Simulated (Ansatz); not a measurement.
ZrGe$_{2}$ in space group Cmcm (No. 63; Zr on 4c, Ge on 4c, Ge on 4c), the program Ansatz at the PBE level (PAW), all energies at zero smearing, with the estimated change up to a 700 eV cutoff added, with one set of potentials and settings (totals compare only within such a set). Cell of 6 atoms (2 Zr, 4 Ge): -25551.340 eV.

| element | reference phase | E (eV/atom) |
|---|---|---|
| Zr | P6_3/mmc, 2 atoms in the cell | -4183.8611 |
| Ge | Fd-3m, 2 atoms in the cell | -4294.9907 |

Formation energy per atom, worked out: (-25551.340 − 2×(-4183.8611) − 4×(-4294.9907))/6 = -0.609 eV/atom (-59 kJ per mol of atoms), at 0 K, without zero-point energy or fitted corrections.

The first step of the workflow began from a Materials Project structure, measured or hypothetical; the Crystallography Open Database files this formula in space group No. 63, but the cells were not matched. Its standing as an ambient phase is unchecked. The PBE relaxation kept the symmetry of its start; whether a distortion lowers the energy is not shown. The run is not spin-polarised. The references are the lowest solids computed at this level, not always the standard phases.

Potentials: the earlier of the program's two PAW sets.
